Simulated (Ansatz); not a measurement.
Values for one crystal, relaxed and computed with the program Ansatz at the PBE level (PAW); other levels are named.

```yaml
volume_per_atom: 46.31 Å³
band_gap: 3.86 eV (direct)
Formation energy from the elements (no fitted shifts): -1.50 eV/atom
conduction_band_minimum: at Γ
valence_band_maximum: at Γ
```

**Question.** Which compound is it?
A) KI, rock salt
B) MgSe, rock salt
C) SnS2, CdI2 type
D) CsPbCl3, cubic perovskite

**Answer.** A, KI, rock salt

Space group Fm-3m (rock salt). Symmetry was held in the PBE relaxation. The references are the lowest solids computed at this level, not always the standard phases. Scalar-relativistic: spin–orbit coupling is off unless named, which matters more the heavier the elements.

Potentials: the later of the program's two PAW sets.
